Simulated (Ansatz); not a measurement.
Data:

LaAs:
Space group Fm-3m (No. 225); a = 6.1102 Å, b = 6.1102 Å, c = 6.1102 Å, α = 90.00°, β = 90.00°, γ = 90.00°

```tsv
atom	site	symmetry	x	y	z
La	4a	m-3m	0.0000	0.0000	0.0000
As	4b	m-3m	0.5000	0.5000	0.5000
```
(The calculation used a cell of 2 atoms; values per cell refer to that cell.)

This is the PBEsol-relaxed structure.

Problem. All from DFT-PBEsol in the program Ansatz with PAW potentials, unless another level is named. Predict the Hill bulk and shear moduli.

Solution. 70.9 and 41.7 GPa.

Problem. Next, the highest zone-centre frequency?

Solution. 131 cm⁻¹.

The first step of the workflow began from a Materials Project structure, measured or hypothetical; the Crystallography Open Database files this formula in space group No. 225, but the cells were not matched. Whether it is the stable phase at ambient conditions was not checked. The PBEsol relaxation kept the symmetry of its start; of distortions, only those at the zone centre were tested. As this level gives no gap, shear constants depend on the k-mesh and smearing (Fermi–Dirac, 0.1 eV here). As this level gives no gap, phonon frequencies hold no LO–TO term and depend on the k-mesh and smearing (Fermi–Dirac, 0.1 eV here). Spin–orbit coupling is left out wherever it is not named.

Potentials: the later of the program's two PAW sets.
